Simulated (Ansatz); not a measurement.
Sn₄Pt (space group Ccce)

```yaml
crystal:
  lattice:
    - [3.21219, -5.70322, 0.00000]
    - [3.21219, 5.70322, 0.00000]
    - [0.00000, 0.00000, 6.40893]
  atoms:
    - { symbol: Sn, position: [0.96011, 0.70783, 0.16667] }
    - { symbol: Sn, position: [0.03989, 0.29217, 0.16667] }
    - { symbol: Sn, position: [0.70783, 0.96011, 0.83333] }
    - { symbol: Sn, position: [0.29217, 0.03989, 0.83333] }
    - { symbol: Sn, position: [0.53989, 0.79217, 0.33333] }
    - { symbol: Sn, position: [0.46011, 0.20783, 0.33333] }
    - { symbol: Sn, position: [0.79217, 0.53989, 0.66667] }
    - { symbol: Sn, position: [0.20783, 0.46011, 0.66667] }
    - { symbol: Pt, position: [0.50000, 0.50000, 0.00000] }
    - { symbol: Pt, position: [0.00000, 0.00000, 0.50000] }
```

The slice is a (010) plane (indices of the conventional cell) through the point (0.292, 0.040, 0.833) (fractional), spanned by u = [001] and v = [110] in vectors of this cell: u (6.41 Å) and v (6.42 Å, at 90° to u). It covers one period; positions are fractions (u, v).

Calculation: PBEsol (plane waves to 420 eV, PAW, scalar-relativistic; Ansatz, a quantum-chemistry and plane-wave program). k mesh 9×9×8. These are valence fields of a PAW run, semicore shells included where kept as valence: close to a nucleus they are smooth pseudo fields. Sn4Pt is run without spin polarisation. Sn4Pt was relaxed with its symmetry unable to fall. Spin-orbit coupling is left out, though Pt is heavy.

Three fields on this plane, each scaled to ten steps between its own extremes (0 low, 9 high; the total valence density on a logarithmic scale, the potential cut 8 eV below its top; x marks points blanked near nuclei; v = 0 in the bottom row):

Map A
```
|xxx353001234322343xx|
|xxx586321222222343xx|
|x3599643333222223433|
|358963xxx34322222333|
|13663xxxxx3422223211|
|0033xxxxxx3432343321|
|1023xxxxxx343332xx22|
|2123xxxxxx23233xxxxx|
|33233xxxx32123xxxxxx|
|34334322220023xxxxxx|
|34323333200144xxxxxx|
|442222222124774xxxxx|
|4322222333347974xx33|
|222222443xxx47974333|
|33222343xxxxx4752112|
|3343234xxxxxxx420012|
|x334333xxxxxxx310223|
|xxx33233xxxxx33122xx|
|xxx33112xxxxx33233xx|
|xxxx3101222234334xxx|
```

Map B
```
|xxx058987667899950xx|
|xxx068777899999970xx|
|x0056411368999999600|
|456620xxx06999999875|
|88840xxxxx2899999888|
|8971xxxxxx0699865457|
|6871xxxxxx069840xx02|
|3783xxxxxx07850xxxxx|
|06860xxxx04872xxxxxx|
|06986200047971xxxxxx|
|07999876789982xxxxxx|
|389999998778750xxxxx|
|7999999852025640xx02|
|999999840xxx04664457|
|89999960xxxxx0688888|
|4579995xxxxxxx489865|
|x006884xxxxxxx488500|
|xxx07850xxxxx05860xx|
|xxx05872xxxxx37850xx|
|xxxx4886300047984xxx|
```

Map C
```
|xxx941001233322249xx|
|xxx742211112222236xx|
|x9755566432222222469|
|444579xxx74222222223|
|11259xxxxx6322222211|
|0025xxxxxx7322344431|
|1015xxxxxx831247xx84|
|4114xxxxxx62138xxxxx|
|72136xxxx73115xxxxxx|
|83224677631016xxxxxx|
|73222333210025xxxxxx|
|532222211112358xxxxx|
|3222222245655568xx85|
|222222358xxx86444432|
|22222247xxxxx8421111|
|4432224xxxxxxx410023|
|x964224xxxxxxx410269|
|xxx62138xxxxx83126xx|
|xxx93114xxxxx52139xx|
|xxxx4101467753224xxx|
```

### Question
Assign the maps to these fields: electron localisation function (ELF); valence electron density; electrostatic potential energy of an electron, from the cell's mean.

### Answer
A is the electron localisation function (ELF); B is the electrostatic potential energy of an electron, from the cell's mean; C is the valence electron density.
